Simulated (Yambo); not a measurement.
Yambo run on NaRhS2O8 (space group C2/m, No. 12). The wavefunctions are PBEsol (pw.x of Quantum ESPRESSO, ONCV potentials, scalar-relativistic) ones on a 2×2×2 mesh (43 occupied bands); a = b = 4.7686 Å, c = 7.2179 Å, α = β = 92.37°, γ = 66.57°.

Yambo input:

```
rim_cut
gw0
dyson
el_el_corr
HF_and_locXC
ppa
em1d
RandQpts= 1000000
RandGvec= 1 Ry
EXXRLvcs= 88 Ry
VXCRLvcs= 352 Ry
Chimod= "HARTREE"
% BndsRnXp
 6 | 233 |
%
NGsBlkXp= 7 Ry
% LongDrXp
 1.0 | 1.0 | 1.0 |
%
PPAPntXp= 27.2114 eV
% GbndRnge
 1 | 233 |
%
GTermKind= "none"
DysSolver= "n"
ExtendOut
% QPkrange
 3 | 3 | 44 | 44 |
 4 | 4 | 43 | 44 |
%
```

k points by index: 3 = (0, -0.5, 0), 4 = (0, -0.5, -0.5).

The o-*.qp file then holds:

```
#    K-point    Band    Eo [eV]    E [eV]    E-Eo [eV]    Vxc [eV]    Vnlxc [eV]    Sc|Eo [eV]    Sc|E [eV]    dSc/dw|Eo [eV]    Re(Z)    Im(Z)
#
    3    44    1.129458    2.899534    1.770076    -22.02787    -16.56337    -3.249439    -3.694429    -6.840422    0.799115    -0.001265
    4    43    0.000000    -0.529038    -0.529038    -22.12018    -27.86717    5.079049    5.217950    -7.142610    0.792086    -0.001299
    4    44    1.138648    2.903146    1.764497    -22.04089    -16.60451    -3.228210    -3.671885    -6.841772    0.799084    -0.001266
```
(The two width columns are left out.) Convergence of these settings isn't established.

Spin-orbit coupling is not included.

Geometry of the Materials Project entry, not relaxed at this level.

The structure is a Materials Project entry; no match was found in the copy of COD used, and its stability was not checked.
